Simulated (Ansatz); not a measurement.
MgO (rock salt, space group No. 225), plane-wave PAW r²SCAN (Ansatz code). The conduction-band minimum lies at Γ, with 1 equivalent valley. Second derivatives d²E/dk² of the lowest band at one valley (eV·Å²), along Cartesian directions:

```tsv
direction	d²E/dk²
[100]	20.92
[010]	20.92
[001]	20.92
[110]	20.91
[101]	20.91
[011]	20.91
```

Question: Find the principal effective masses, the density-of-states mass and the conductivity mass.

Answer: Off-diagonal terms follow from H_xy = H[110] − (H_xx + H_yy)/2, and m*/mₑ = 7.620 eV·Å² over each eigenvalue: 0.36, 0.36, 0.36. One valley's DOS mass (m₁m₂m₃)^(1/3) = 0.36, conductivity mass 3/(Σ 1/mᵢ) = 0.36 mₑ.

Question: What effective density of states Nc follows at 300 K for parabolic valleys?

Answer: Nc = 2.509e19 × 1 × (0.36)^(3/2) ≈ 5.4e18 cm⁻³.

Space group Fm-3m (rock salt). The cell was relaxed with r²SCAN under the symmetry of its start.

Potentials: the later of the program's two PAW sets.

Edges and masses are those of Kohn–Sham bands, whose gap is no quasiparticle gap.
